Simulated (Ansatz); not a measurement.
# Hf (Im-3m): electronic heat capacity and spin susceptibility from the density of states

Theory: DFT r2SCAN, scalar-relativistic, plane waves, PAW in Ansatz.

Settings: cutoff 500 eV, Γ-centred mesh 16×16×16 on the computed 1-atom cell, Gaussian smearing of 0.10 eV; no spin polarisation.

Relaxed cell: Im-3m, a = 3.538 Å, b = 3.538 Å, c = 3.538 Å, α = 90.00°, β = 90.00°, γ = 90.00°, 1 atom in the primitive cell. This bcc form isn't the element's structure at ambient conditions.

The density of states at the Fermi level is 1.691 states/eV in the cell of 1 atom (1 formula unit; both spins, tetrahedra on a 24×24×24 mesh).

What Sommerfeld coefficient and Pauli susceptibility does this give?

Per formula unit N(E_F) = 1.691 states/eV. γ = (π²/3) k_B² N(E_F) N_A = 2.357 mJ/(mol K²) per state/eV, so γ = 4.0 mJ/(mol K²), a mole of formula units. χ_P = μ_B² N(E_F) N_A = 3.23×10⁻⁵ emu/mol per state/eV gives 5.5×10⁻⁵ emu/mol. This is the bare band result: a measured γ of the same phase is as a rule larger by a factor 1 + λ from phonons and spin fluctuations, the spin part of χ is larger by the Stoner factor, and a measured χ also holds orbital and core terms. N(E_F) at one energy is sensitive to the mesh where the density of states has sharp peaks.

Spin-orbit coupling is left out, which matters for the bands of heavy elements.

Cost: 1 run of about 0.32 core-minutes, on Arm Neoverse V2 (shared hosts).